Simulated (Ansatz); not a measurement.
Ta$_{2}$Se:
Space group P4/nmm, origin choice 1 (No. 129); a = b = 3.3715 Å, c = 10.0754 Å, α = β = γ = 90.00°

```csv
atom,site,symmetry,x,y,z
Ta,2c,4mm,0.0000,0.5000,0.2372
Se,2c,4mm,0.5000,0.0000,0.3573
Ta,2c,4mm,0.5000,0.0000,0.0756
```

Relaxed at zero pressure with the program Ansatz at the r²SCAN+D4 level (PAW).

**Question.** The volume is lowered by 6 % and shape and atoms relax at that volume. What pressure results, and how do the axes share the change?

**Answer.** 5.1 GPa; a -0.8 %, b -0.8 %, c -4.5 %; the energy rises by 16 meV/atom.

**Question.** Give the new structure.

**Answer.** 
Space group P4/nmm, origin choice 1 (No. 129); a = b = 3.344 Å, c = 9.627 Å, α = β = γ = 90.00°

```tsv
atom	site	symmetry	x	y	z
Ta	2c	4mm	0.0000	0.5000	0.2485
Se	2c	4mm	0.5000	0.0000	0.3710
Ta	2c	4mm	0.5000	0.0000	0.0787
```

The phase is kept; no other phase was compared at this pressure.

The workflow started from an entry of the Crystallography Open Database (COD). Its standing as an ambient phase is unchecked. The cell was relaxed with r²SCAN+D4 under the symmetry of its start; whether a distortion lowers the energy is not shown. No spin polarisation was allowed. Scalar-relativistic: spin–orbit coupling is off unless named, which matters more the heavier the elements.

Potentials: the later of the program's two PAW sets.
